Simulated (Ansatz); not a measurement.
Values for one crystal, relaxed and computed with the program Ansatz at the LDA level (PAW); other levels are named.

| Property | Result |
|---|---|
| Volume per atom | 30.65 Å³ |
| Band gap | 3.62 eV (direct) |
| Hill bulk and shear moduli | 20.8 and 10.8 GPa |
| Bulk modulus (Birch–Murnaghan fit) | 20.8 GPa |
| Hole effective mass, band 1 of 3 at the edge | 1.4 along [100], 7.0 along [110], 3.0 along [111] (mₑ) |
| Conduction-band minimum | at Γ |
| Formation energy from the elements (no fitted shifts) | -1.27 eV/atom |

Which compound is it?
A. Mg2Ge, anti-fluorite
B. MgTe, rock salt
C. NaI, rock salt
D. MoSe2, R3m (Mo on 3a, Se on 3a, Se on 3a)

C, NaI, rock salt

Space group Fm-3m (rock salt). The cell was relaxed with LDA under the symmetry of its start; phonons on a q-mesh show no instability. The references are the lowest solids computed at this level, not always the standard phases. Spin–orbit coupling is left out wherever it is not named.

Potentials: the later of the program's two PAW sets.
